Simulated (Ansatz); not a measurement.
HfBrN:
```yaml
crystal:
  lattice:
    - [1.80337, 1.04118, 9.89175]
    - [-1.80337, 1.04118, 9.89175]
    - [0.00000, -2.08235, 9.89175]
  atoms:
    - { symbol: Hf, position: [0.21011, 0.21011, 0.21011] }
    - { symbol: Hf, position: [0.78989, 0.78989, 0.78989] }
    - { symbol: Br, position: [0.38997, 0.38997, 0.38997] }
    - { symbol: Br, position: [0.61003, 0.61003, 0.61003] }
    - { symbol: N, position: [0.13767, 0.13767, 0.13767] }
    - { symbol: N, position: [0.86233, 0.86233, 0.86233] }
```

Relaxed with r²SCAN+D4.

### Question
Give the Bader charges and basin volumes of the independent atoms, plane-wave PAW r²SCAN+D4 (Ansatz code).

### Answer


```csv
atom,Bader charge (e),Bader volume (Å³)
Hf1,+2.40,11.2
Br3,-0.65,31.4
N5,-1.75,13.2
```

Space group R-3m. The workflow started from a Materials Project entry (that database holds measured and hypothetical structures alike); the Crystallography Open Database copy checked does not list it. COD files the formula under space group No. 59. Whether it is the stable phase at ambient conditions was not checked. The r²SCAN+D4 relaxation kept the symmetry of its start; its stability against distortions is not shown here. The run is not spin-polarised. Spin–orbit coupling is left out wherever it is not named.

Potentials: the later of the program's two PAW sets.
